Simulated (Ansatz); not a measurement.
CsSnI₃ (cubic perovskite, Pm-3m) at seven volumes, PBE (plane waves, PAW; program Ansatz), scaled uniformly. One row is withheld.

```tsv
V (Å³/atom)	P (GPa)
44.892	1.80
46.372	1.10
47.852	0.50
49.332	0.00
50.812	-0.42
52.292	?
53.772	-1.08
```

Q: Fit the shown pressures and predict the withheld one.

A: P = (3/2)B₀(x^(7/2) − x^(5/2))[1 + (3/4)(B′ − 4)(x − 1)] with x = (V₀/V)^(2/3). Least squares on the six rows gives V₀ = 49.337 Å³/atom, B₀ = 15.3 GPa, B′ = 4.65. At V = 52.292, x = 0.9620 and P = -0.78 GPa. The run itself gave -0.78 GPa.

This is a known high-temperature phase of the composition, computed here at zero pressure and temperature. The PBE relaxation kept the symmetry of its start; of distortions, only those at the zone centre were tested. Scalar-relativistic: spin–orbit coupling is off unless named, which matters more the heavier the elements.

Potentials: the later of the program's two PAW sets.
